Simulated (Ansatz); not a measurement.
A geometry of SnSe away from equilibrium: step 3 of the relaxation of a generated cell, SnSe placed in the AFLOW prototype AB_tP4_129_c_c (B11, as in TiCu). Calculation: r2SCAN (plane waves to 500 eV, PAW, scalar-relativistic; Ansatz, a quantum-chemistry and plane-wave program). Γ-centred k-mesh 6×6×3 on the run's cell (coarser than for final values), Fermi–Dirac smearing 0.05 eV. The plane waves were selected for a different cell earlier on the path.

```
CELL_PARAMETERS angstrom
      3.86855     0.00000     0.00000
      0.00000     3.86855     0.00000
      0.00000     0.00000     7.18717
ATOMIC_POSITIONS crystal
  Sn 0.50000 0.00000 0.68709
  Sn 0.00000 0.50000 0.31291
  Se 0.50000 0.00000 0.14497
  Se 0.00000 0.50000 0.85503
```

Question: Give the Cartesian forces on all atoms (eV/Å).

Answer: 
```tsv
atom	Fx	Fy	Fz
Sn1	0.00	0.00	1.11
Sn2	0.00	0.00	-1.11
Se3	0.00	0.00	0.91
Se4	0.00	0.00	-0.91
```

The path ends in P4/nmm (No. 129). No spin polarisation in the result.

The run could not lose the symmetry of its start.

The first start was generated by placing the elements on the sites of a structure type. Materials Project lists a structure of SnSe in the same space group, P4/nmm (No. 129); the sites were not compared with it, nor with measured phases. Known forms of SnSe include space group No. 62.
